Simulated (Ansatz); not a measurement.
Ca (fcc, Cu type)

```
Ca
1.0
    0.00000     2.76325     2.76325
    2.76325     0.00000     2.76325
    2.76325     2.76325     0.00000
Ca
1
Cartesian
  0.00000   0.00000   0.00000
```

The slice is a {100} plane (indices of the conventional cell) through the point (0.000, 0.000, 0.000) (fractional), spanned by u = [100] and v = [0 1 -1] in vectors of this cell: u (3.91 Å) and v (3.91 Å, at 90° to u). It covers one period; positions are fractions (u, v).

Method: PBE (plane waves to 420 eV, PAW, scalar-relativistic; Ansatz, a program for electronic structure). k mesh 15×15×15. These are valence fields of a PAW run, semicore shells included where kept as valence: close to a nucleus they are smooth pseudo fields. Ca was relaxed with its symmetry unable to fall.

**Question.** What is the valence density on the shortest Ca–Ca line in this plane (3.91 Å), at its midpoint?

**Answer.** 0.05 e/Å³.

**Question.** What is the ELF at the midpoint of the shortest Ca–Ca line in this plane (3.91 Å)?

**Answer.** 0.35.

**Question.** Predict the map of the electron localisation function (ELF) on the slice.

**Answer.** 
| v \ u | 0.00 | 0.10 | 0.20 | 0.30 | 0.40 | 0.50 | 0.60 | 0.70 | 0.80 | 0.90 |
|---|---|---|---|---|---|---|---|---|---|---|
| 0.90 | x | 0.87 | 0.68 | 0.08 | 0.15 | 0.41 | 0.15 | 0.08 | 0.68 | 0.87 |
| 0.75 | 0.45 | 0.28 | 0.08 | 0.12 | 0.46 | 0.61 | 0.46 | 0.12 | 0.08 | 0.28 |
| 0.60 | 0.11 | 0.15 | 0.33 | 0.56 | 0.66 | 0.68 | 0.66 | 0.56 | 0.33 | 0.15 |
| 0.45 | 0.27 | 0.33 | 0.49 | 0.63 | 0.68 | 0.69 | 0.68 | 0.63 | 0.49 | 0.33 |
| 0.30 | 0.11 | 0.08 | 0.07 | 0.24 | 0.56 | 0.65 | 0.56 | 0.24 | 0.07 | 0.08 |
| 0.15 | 0.86 | 0.84 | 0.47 | 0.06 | 0.22 | 0.48 | 0.22 | 0.06 | 0.47 | 0.84 |
| 0.00 | x | x | 0.79 | 0.10 | 0.11 | 0.35 | 0.11 | 0.10 | 0.79 | x |

Values: electron localisation function (ELF). Points within 0.5 Å of a nucleus are blanked (x), as the pseudised field means little there.
